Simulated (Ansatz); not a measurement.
**Relaxation path: Cr (beta tin type)**

DFT, PBEsol, PAW with Ansatz's default frozen-core files, scalar-relativistic (Ansatz 0.2.0); a Γ-centred 24×24×24 k mesh, Fermi–Dirac smearing of 0.05 eV, spin-polarised from start moments Cr1 2, Cr2 2 μB. The run relaxes cell and atoms at a target pressure of 1400 GPa.

Command: `ansatz run input.yaml --threads 2 --pin off --max-ram 7168MiB --backend cpu --events-out ev --progress --plain --runs-dir out` It took 2.2 min on 2 threads of Arm Neoverse V2, with other jobs on the host, peak memory 0.7 GiB.

PAW: frozen-core files, cutoff 420 eV; forces are relaxed below 0.005 eV/Å.

Each step lists its enthalpy F + pV a cell above the last geometry, the pressure, the cell vectors (Å), and Cartesian positions (Å) with forces (eV/Å).

The first step:

```
step 1  dH = 134.52 meV  P = 1365 GPa
  cell -1.6089 1.6089 0.8849  1.6089 -1.6089 0.8849  1.6089 1.6089 -0.8849
  Cr 0.0000 -0.8045 -0.2212   0.0000 0.0000 0.0000
  Cr 0.0000 0.8045 0.2212   0.0000 0.0000 0.0000
```

Antiferromagnetic order, which Cr and Mn prefer near zero pressure, wasn't tried. The start moments died away, and the runs ended non-magnetic. The PAW files were made under PBE. At this compression frozen-core PAW has no all-electron check here.

The symmetry of the start is kept and no stability test is made, so the end need not be the stable phase.

**Question.** Where does the relaxation end, and by which steps?

**Answer.** After 5 geometries, with conventional a, b, c = 3.259, 3.259, 1.710 Å, at 4.540 Å³/atom (-0.91 % against the start) in space group I4_1/amd, with a shortest distance of 1.684 Å and a cell moment of 0.00 μB. The further steps:
```
step 2  dH = 48.24 meV  P = 1408 GPa
  cell -1.6132 1.6132 0.8708  1.6132 -1.6132 0.8708  1.6132 1.6132 -0.8708
  Cr 0.0000 -0.8066 -0.2177   0.0000 0.0000 0.0000
  Cr 0.0000 0.8066 0.2177   0.0000 0.0000 0.0000
step 3  dH = 4.17 meV  P = 1394 GPa
  cell -1.6341 1.6341 0.8513  1.6341 -1.6341 0.8513  1.6341 1.6341 -0.8513
  Cr 0.0000 -0.8170 -0.2128   0.0000 0.0000 0.0000
  Cr 0.0000 0.8170 0.2128   0.0000 0.0000 0.0000
step 4  dH = 0.13 meV  P = 1400 GPa
  cell -1.6286 1.6286 0.8558  1.6286 -1.6286 0.8558  1.6286 1.6286 -0.8558
  Cr 0.0000 -0.8143 -0.2140   0.0000 0.0000 0.0000
  Cr 0.0000 0.8143 0.2140   0.0000 0.0000 0.0000
step 5  dH = 0.00 meV  P = 1400 GPa
  cell -1.6293 1.6293 0.8550  1.6293 -1.6293 0.8550  1.6293 1.6293 -0.8550
  Cr 0.0000 -0.8147 -0.2138   0.0000 0.0000 0.0000
  Cr 0.0000 0.8147 0.2138   0.0000 0.0000 0.0000
step 6  dH = 0.59 meV  P = 1400 GPa  (same geometry on a basis chosen anew; earlier energies don't compare to the last digit)
  cell -1.6293 1.6293 0.8550  1.6293 -1.6293 0.8550  1.6293 1.6293 -0.8550
  Cr 0.0000 -0.8147 -0.2138   0.0000 0.0000 0.0000
  Cr 0.0000 0.8147 0.2138   0.0000 0.0000 0.0000
```
